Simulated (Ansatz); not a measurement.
**As: do energies and stresses tell the same story?**

These are results of DFT PBE+D3(BJ), scalar-relativistic, plane waves, PAW (Ansatz 0.2.0), not measurements.

Settings: cutoff 420 eV, Γ-centred mesh 15×15×15 on the computed 2-atom cell, Gaussian smearing of 0.10 eV; no spin polarisation.

Relaxed cell: R-3m, a = 3.783 Å, b = 3.783 Å, c = 10.114 Å, α = 90.00°, β = 90.00°, γ = 120.00°, 2 atoms in the primitive cell.

Energies at zero smearing and pressures from the stress tensor, at volumes with shape and atoms relaxed:
```json
{"V (Å³/atom)": "18.384", "E − E(first) (meV/atom)": "0.00", "P (GPa)": "9.38"}
{"V (Å³/atom)": "19.011", "E − E(first) (meV/atom)": "-30.54", "P (GPa)": "6.30"}
{"V (Å³/atom)": "19.637", "E − E(first) (meV/atom)": "-50.10", "P (GPa)": "3.74"}
{"V (Å³/atom)": "20.264", "E − E(first) (meV/atom)": "-60.56", "P (GPa)": "1.66"}
{"V (Å³/atom)": "20.891", "E − E(first) (meV/atom)": "-63.70", "P (GPa)": "0.01"}
{"V (Å³/atom)": "21.517", "E − E(first) (meV/atom)": "-60.98", "P (GPa)": "-1.34"}
{"V (Å³/atom)": "22.144", "E − E(first) (meV/atom)": "-53.70", "P (GPa)": "-2.38"}
{"V (Å³/atom)": "22.980", "E − E(first) (meV/atom)": "-39.09", "P (GPa)": "-3.18"}
```

Problem. Check P = −dE/dV between neighbouring volumes, and get the bulk modulus from the pressures alone.

Solution. With 1 eV/Å³ = 160.2 GPa:
| middle V (Å³/atom) | −ΔE/ΔV (GPa) | mean P (GPa) |
| --- | --- | --- |
| 18.697 | 7.807 | 7.837 |
| 19.324 | 5.002 | 5.021 |
| 19.951 | 2.673 | 2.700 |
| 20.577 | 0.802 | 0.831 |
| 21.204 | -0.693 | -0.667 |
| 21.831 | -1.862 | -1.860 |
| 22.562 | -2.802 | -2.780 |

The two differ by 0.03 GPa at most. The mean of two end pressures misses the average over a step by about ΔV² P″/12, up to 0.06 GPa here; with that taken off 0.03 GPa remains, from the smearing term (the stress is the derivative of the free energy), the finite cutoff, the mesh or the relaxation's tolerance. Around V = 20.891 Å³/atom, the two neighbours give B = −V ΔP/ΔV = 20.891 × 3.00 / 1.253 = 50.0 GPa, against B0 = 48.6 GPa from the Birch–Murnaghan fit of the energies.